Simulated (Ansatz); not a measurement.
TiC (rock salt, Fm-3m) under volume change, PBE in the plane-wave PAW code Ansatz, scaled uniformly.

| V (Å³/atom) | E − E(relaxed) (meV/atom) | P (GPa) |
|---|---|---|
| 9.254 | 75.1 | 28.47 |
| 9.559 | 31.6 | 17.51 |
| 9.864 | … | … |
| 10.169 | 0.0 | -0.02 |
| 10.474 | 6.8 | -6.99 |
| 10.779 | … | … |
| 11.084 | 55.8 | -18.15 |

Task: Complete the blanks.

Result: 
- 9.864, E − E(relaxed) (meV/atom): 7.5
- 9.864, P (GPa): 8.09
- 10.779, E − E(relaxed) (meV/atom): 26.0
- 10.779, P (GPa): -12.99

Task: What does a third-order Birch–Murnaghan fit give for V₀, B₀ and B′?

Result: V₀ = 10.17 Å³/atom, B₀ = 250 GPa, B′ = 4.0.

The PBE relaxation kept the symmetry of its start. The run is not spin-polarised.

Potentials: the later of the program's two PAW sets.
